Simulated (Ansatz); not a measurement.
## Notes on TlReSi

```xyz
6
Lattice="3.4518 0.0000 0.0000 0.0000 3.4518 0.0000 0.0000 0.0000 8.7035" Properties=species:S:1:pos:R:3 pbc="T T T"
Re    2.5889    2.5889    6.3591
Re    0.8630    0.8630    2.3445
Si    0.8630    0.8630    7.9603
Si    2.5889    2.5889    0.7433
Tl    2.5889    2.5889    3.6137
Tl    0.8630    0.8630    5.0898
```

Level: PBE, no spin polarisation; 420 eV; 10×10×4 Γ-centred mesh; fermi-dirac occupations (width 0.1 eV); Ansatz 0.2.0, fixed geometry.

**Charges.** Bader charges in e: Tl +0.01, Si +0.06, Re -0.07. In the mean Si gives up most and Re takes most.
**Stress.** The pressure is 7.1 GPa (compression positive), so with the atoms held at these fractions the cell would first expand; the forces are large, so a full relaxation may end otherwise. The principal stresses 5.5, 8.0, 8.0 GPa differ, so its shape would change too.
**Forces.** The largest is on Re1 (and as large on other atoms): 6.52 eV/Å, components (0.00, 0.00, 6.52). It makes 180° with the line to a nearest neighbour, Tl5 at 2.75 Å, pointing away from it.
**Contacts.** Re–Tl at 2.75 Å: least valence density 0.43 e/Å³ and ELF 0.40 there. Tl–Tl at 2.85 Å: least valence density 0.30 e/Å³ and ELF 0.22 there. Both are smooth PAW fields, read partly inside the augmentation spheres.
**Electronic structure.** It is a metal, with about 1.1 states/eV a cell as the mean within 0.25 eV of the Fermi level, mostly Re d (73 %).

Origin: a known structure type with other elements, at an estimated volume, so it need not be a known compound. Caveats: atoms or cell far from equilibrium.
